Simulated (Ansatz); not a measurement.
PbF2 (fluorite, space group No. 225), a = b = c = 5.922 Å, α = β = γ = 90.00°; the cell used has 3 atoms.

Relaxed with r²SCAN. Independent-particle spectrum: no excitons, no local fields, no scissors shift; 0.1 eV broadening; ε₁ of the summed bands alone.

Q: Tabulate the dielectric function from r²SCAN in the plane-wave PAW code Ansatz.

A: 

```csv
E (eV),ε₁ xx,ε₂ xx
0.0,3.23,0.00
0.5,3.24,0.00
1.0,3.26,0.00
1.5,3.31,0.00
2.0,3.38,0.00
2.5,3.48,0.00
3.0,3.61,0.00
3.5,3.81,0.00
4.0,4.10,0.00
4.5,4.58,0.00
5.0,5.80,0.06
5.5,7.83,2.67
6.0,2.23,5.82
6.5,2.55,1.06
7.0,4.31,3.04
7.5,4.36,4.16
8.0,1.78,3.78
8.5,-0.28,6.64
9.0,-1.32,2.53
9.5,0.98,1.33
10.0,2.96,3.01
10.5,-1.32,3.55
11.0,0.03,1.56
11.5,-0.47,2.14
12.0,-0.51,1.26
```

Q: From ε at 5.6 eV (xx: 7.83 + 3.96i), find n, k, the normal reflectivity and the absorption coefficient.

A: n = 2.88, k = 0.687, R = 26 %, α = 2kE/ħc = 390000 cm⁻¹.

With all bands, ε∞ without local fields is 3.44. DFPT, with local fields, gives 3.18.

Space group Fm-3m (fluorite). Symmetry was held in the r²SCAN relaxation; phonons on a q-mesh show no instability. Spin–orbit coupling is left out wherever it is not named.

Potentials: the later of the program's two PAW sets.
